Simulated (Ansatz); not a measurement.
TiRh (space group P4/mmm)

```yaml
crystal:
  lattice:
    - [5.78864, 0.00000, 0.00000]
    - [2.89432, 2.89432, 0.00000]
    - [0.00000, 0.00000, 3.35624]
  atoms:
    - { symbol: Ti, position: [0.00000, 0.50000, 0.50000] }
    - { symbol: Ti, position: [0.50000, 0.50000, 0.50000] }
    - { symbol: Rh, position: [0.00000, 0.00000, 0.00000] }
    - { symbol: Rh, position: [0.50000, 0.00000, 0.00000] }
```

A phonon eigenvector at M = (0.5, 0.5, 0.0) is frozen into this cell: atom i moves by Q times the vector below, so Q is the largest atomic displacement, in Å. The cell is held. It is one choice among 2 degenerate patterns. (q is in reciprocal vectors of the primitive cell; the cell shown is doubled to hold the pattern.)

| atom | x | y | z |
|---|---|---|---|
| Ti1 | 0.565 | 0.000 | 0.000 |
| Ti2 | -0.565 | 0.000 | 0.000 |
| Rh3 | 0.000 | 1.000 | 0.000 |
| Rh4 | 0.000 | -1.000 | 0.000 |

Method: LDA (plane waves to 420 eV, PAW, scalar-relativistic; Ansatz, a quantum-chemistry and plane-wave program). k mesh 16×16×14 (Γ-centred), Fermi-Dirac smearing 0.05 eV. With partly filled bands, energies and forces of such displacements shift with the k mesh and the smearing. TiRh is run without spin polarisation. TiRh was relaxed with its symmetry unable to fall. 

```tsv
Q (Å)	−dE/dQ from forces (eV/Å)
-0.100	3.211
-0.083	2.667
-0.067	2.130
-0.050	1.596
-0.033	1.064
-0.017	0.532
0.000	0.000
0.017	-0.532
0.033	-1.064
0.050	-1.596
0.067	-2.130
0.083	-2.667
0.100	-3.211
```

Task: What harmonic wavenumber does the curvature at Q = 0 give?

Result: 192 cm⁻¹. E″ = 31.94 eV/Å², M = Σ mᵢ|uᵢ|² = 236.4 u, ν̃ = 521.5·√(|E″|/M).

(For displaced atoms, the force is minus the slope of the energy, and its curvature is a force constant, which sets phonon frequencies.)
